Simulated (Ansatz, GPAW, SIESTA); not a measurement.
Ge3Pd: 4 runs at one level of theory

```xyz
4
Lattice="4.1420 0.0000 0.0000 0.0000 4.1420 0.0000 0.0000 0.0000 4.1420" Properties=species:S:1:pos:R:3 pbc="T T T"
Pd    0.0000    0.0000    0.0000
Ge    2.0710    2.0710    0.0000
Ge    2.0710    0.0000    2.0710
Ge    0.0000    2.0710    2.0710
```

The cell comes from a database or a generator and needn't be the stable form of this composition.

Alike in all runs: task band structure; functional PBEsol; k mesh 7 × 7 × 7; occupations fermi-dirac, width 0.05 eV; no spin polarisation; no spin-orbit coupling. Pressure is positive in compression and, in plane waves, holds the error of the finite cutoff, which Ansatz's Pulay term estimates and takes out.

```json
{"program and potentials": "Ansatz, PAW datasets made for the crystal", "plane-wave cutoff (eV)": "260", "notes": "5.5 valence electrons an atom on average", "pressure (GPa)": "-4.70"}
{"program and potentials": "Ansatz, all-electron LAPW, scalar-relativistic", "plane-wave cutoff (eV)": "-", "notes": "-", "pressure (GPa)": "-4.69"}
{"program and potentials": "SIESTA, files PseudoDojo sr-pbesol-0.4.1-standard, DZP (energy shift 0.003 Ry; two zetas on semicore shells)", "plane-wave cutoff (eV)": "-", "notes": "atomic basis; 15 valence electrons an atom on average", "pressure (GPa)": "-3.18"}
{"program and potentials": "GPAW, PAW data sets generated for this functional", "plane-wave cutoff (eV)": "600", "notes": "7 valence electrons an atom on average", "pressure (GPa)": "-4.80"}
```

The pressure spans -4.80 (GPAW, PAW data sets generated for this functional) to -3.18 GPa (SIESTA, files PseudoDojo sr-pbesol-0.4.1-standard, DZP (energy shift 0.003 Ry; two zetas on semicore shells)), with all-electron results at -4.69. The pressure on the cell as given of SIESTA, files PseudoDojo sr-pbesol-0.4.1-standard, DZP (energy shift 0.003 Ry; two zetas on semicore shells) lies far from the others; the cause wasn't traced. Rows in atomic bases carry the error of their basis and grid, which can be large.

Differences between rows come from potentials, basis sets and numerical settings, since the functional is the same but for its coding. Runs on potential files found faulty are left out.
